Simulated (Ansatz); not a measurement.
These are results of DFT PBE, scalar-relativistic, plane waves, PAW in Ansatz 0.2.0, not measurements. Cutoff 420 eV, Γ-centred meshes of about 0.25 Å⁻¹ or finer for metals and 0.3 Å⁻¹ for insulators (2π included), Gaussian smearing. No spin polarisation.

Temperature and zero-point effects are left out.

Compare these two cells of Sn2Bi3O3, each relaxed at this level.

A. Space group I4/mmm (No. 139), tetragonal, a = 3.922 Å, c = 22.285 Å. Sn has 1 O at 2.20 Å; around Bi on a site of symmetry 4mm lie 4 O at 2.36 Å; around Bi on a site of symmetry 4/mmm lie 4 O at 2.77 Å; O on a site of symmetry -4m2 has 4 Bi at 2.36 Å and 4 O at 2.77 Å; O on a site of symmetry 4/mmm is surrounded by 2 Sn at 2.20 Å and 4 Bi at 2.77 Å.

B. Space group R-3m (No. 166), trigonal, a = 3.480 Å, c = 51.104 Å. Sn is surrounded by 3 O at 2.19 Å and 3 O at 2.52 Å; around Bi on a site of symmetry 3m lie 9 Bi at 3.48–3.51 Å and 3 O at 3.81 Å; Bi on a site of symmetry -3m has 12 Bi at 3.48–3.51 Å; O on a site of symmetry -3m has 6 Sn at 2.52 Å; O on a site of symmetry 3m has 3 Sn at 2.19 Å, 3 O at 3.14 Å, 6 O at 3.48 Å and 3 Bi at 3.81 Å.

Question: Which would you expect to be lower, and how large is the difference?

Answer: B is lower, by 61 meV/atom. A has space group I4/mmm (No. 139), 21.4 Å³/atom and no gap on its mesh; B has space group R-3m (No. 166), 22.3 Å³/atom and no gap. Counting O atoms around Bi and Sn (those within 1.25 times the shortest such distance or 1.15 times the sum of covalent radii, 1.27 where that leaves under three; a plus sign parts nearer from farther groups; the shortest distance is added where it exceeds 1.18 times the sum of covalent radii; a slash parts the counts of unlike sites), A has Sn 1, Bi 4/4 from 2.8 Å and B has Sn 3+3, Bi 3 from 3.8 Å/6+6 from 6.4 Å. Both come from trial cells of a structure search, whose lowest cell (Amm2, 25.0 Å³/atom) lies 161 meV/atom below the lower of the two.

Weakly bound directions are ill-defined at this level, which has no dispersion term (R-3m), and this can change margins and order among such cells. These runs have no spin–orbit coupling, which can matter for Bi. In I4/mmm, R-3m an odd number of electrons in the primitive cell allows no gap without spin; a larger cell or a magnetic state could open one. Cells relaxed within their symmetry can be saddle points. Some structure types and database cells were kept out of the candidates from the start, so a known form may be missing.
